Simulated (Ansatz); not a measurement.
Suppose Ge3Sb4 takes space group I4/mmm (No. 139), with Ge on 4d and 2a; Sb on 4c and 4e. The guess for Ge3Sb4 was made by a generator: ordered vacancies on the cation sites of rock salt (occupants of the shared sites, in ratio, Ge: 3, vacant: 1).

Theory: Ansatz, DFT PBE, scalar-relativistic, plane waves, PAW. Cutoff 420 eV, Γ-centred mesh, Gaussian smearing, no spin polarisation.

Formation energies are uncorrected and refer to the elements' standard structures at the same level.

Task: Predict the relaxed structure.

Result:

Space group I4/mmm (No. 139). a = 5.769 Å, b = 5.769 Å, c = 11.299 Å, α = 90.00°, β = 90.00°, γ = 90.00°
```csv
atom,site,symmetry,x,y,z
Ge,4d,-4m2,0.0000,0.5000,0.2500
Ge,2a,4/mmm,0.0000,0.0000,0.0000
Sb,4c,mmm.,0.0000,0.5000,0.0000
Sb,4e,4mm,0.5000,0.5000,0.2458
```

Ge on a site of symmetry -4m2 has 6 Sb at 2.82–2.89 Å; Ge on a site of symmetry 4/mmm has 6 Sb at 2.87–2.88 Å; Sb on a site of symmetry mmm is surrounded by 4 Ge at 2.82–2.88 Å; around Sb on a site of symmetry 4mm lie 5 Ge at 2.87–2.89 Å. Another local minimum with the same sites may exist.

Task: And its energy and gap?

Result: The energy over the elements is +0.28 eV/atom. The gap on the 10×10×10 mesh of the 7-atom cell is 0 eV (a metal). A positive value: parting into the elements would lower its energy.

The last run used Gaussian smearing of 0.10 eV. Spin–orbit coupling, which can matter for Sb, is left out. A structure relaxed within its symmetry needn't be a true minimum.
